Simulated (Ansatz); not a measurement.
PtW (rock salt, Fm-3m) at seven volumes, the program Ansatz at the PBE level (PAW), scaled uniformly. One row is withheld.

| V (Å³/atom) | P (GPa) |
|---|---|
| 16.556 | 25.92 |
| 17.101 | 15.79 |
| 17.647 | 7.23 |
| 18.193 | 0.00 |
| 18.739 | ? |
| 19.285 | -11.23 |
| 19.830 | -15.54 |

Fit the shown pressures and predict the withheld one.

P = (3/2)B₀(x^(7/2) − x^(5/2))[1 + (3/4)(B′ − 4)(x − 1)] with x = (V₀/V)^(2/3). Least squares on the six rows gives V₀ = 18.194 Å³/atom, B₀ = 221 GPa, B′ = 4.66. At V = 18.739, x = 0.9805 and P = -6.09 GPa. The run itself gave -6.10 GPa.

The start of the workflow was typed in or built on a structure type; neither database checked (COD, Materials Project) lists it. Whether it is the stable phase at ambient conditions was not checked. Symmetry was held in the PBE relaxation; its stability against distortions is not shown here. No spin polarisation was allowed. The volume moved by 18 % from the start of the relaxation. Its formation energy is positive at this level, so the cell may be metastable or incomplete. Spin–orbit coupling is left out wherever it is not named.

Potentials: the earlier of the program's two PAW sets.
